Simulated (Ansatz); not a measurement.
Starting cell, LiH (rock salt):

```
LiH
1.0
    0.00000     4.00712     4.00712
    2.00356     2.00356     4.00712
    2.00356     2.00356     0.00000
H Li
2 2
Cartesian
  0.00000   0.00000   0.00000
  2.00356   4.00712   6.01067
  2.00356   6.01067   6.01067
  2.00356   4.00712   4.00712
```

A phonon eigenvector at X = (0.5, 0.5, 0.0) is frozen into this cell: atom i moves by Q times the vector below, so Q is the largest atomic displacement, in Å. The cell is held. (q is in reciprocal vectors of the primitive cell; the cell shown is doubled to hold the pattern.)

```tsv
atom	x	y	z
H1	0.000	0.000	1.000
H2	0.000	0.000	-1.000
Li3	0.000	0.000	0.024
Li4	0.000	0.000	-0.024
```

Level of theory: PBE (plane waves to 420 eV, PAW, scalar-relativistic; Ansatz, a first-principles code). k mesh 14×14×14 (Γ-centred), Fermi-Dirac smearing 0.05 eV. The energy includes the smearing's −TS. LiH was relaxed with its symmetry unable to fall. The zero of ΔE is the undisplaced structure.

```json
[
 {"Q (Å)": "-0.2800", "ΔE (meV/cell)": "323"},
 {"Q (Å)": "-0.2333", "ΔE (meV/cell)": "222"},
 {"Q (Å)": "-0.1867", "ΔE (meV/cell)": "withheld"},
 {"Q (Å)": "-0.1400", "ΔE (meV/cell)": "79"},
 {"Q (Å)": "-0.0933", "ΔE (meV/cell)": "35"},
 {"Q (Å)": "-0.0467", "ΔE (meV/cell)": "9"},
 {"Q (Å)": "0.0000", "ΔE (meV/cell)": "0"},
 {"Q (Å)": "0.0467", "ΔE (meV/cell)": "9"},
 {"Q (Å)": "0.0933", "ΔE (meV/cell)": "35"},
 {"Q (Å)": "0.1400", "ΔE (meV/cell)": "79"},
 {"Q (Å)": "0.1867", "ΔE (meV/cell)": "withheld"},
 {"Q (Å)": "0.2333", "ΔE (meV/cell)": "222"},
 {"Q (Å)": "0.2800", "ΔE (meV/cell)": "323"}
]
```

### Question
Fit an even polynomial form (powers 2, 4) to the given rows and predict ΔE at Q = -0.1867.

### Answer
Least squares on the 11 given rows: ΔE = (3996)·Q² + (1570)·Q⁴, in meV/cell with Q in Å; root-mean-square residual 0.1 meV/cell. At -0.1867 the fit gives 141 meV/cell; the calculation gives 141 meV/cell, the same to the digits shown. The quadratic term alone would give 139 meV/cell.

(For displaced atoms, the force is minus the slope of the energy, and its curvature is a force constant, which sets phonon frequencies.)
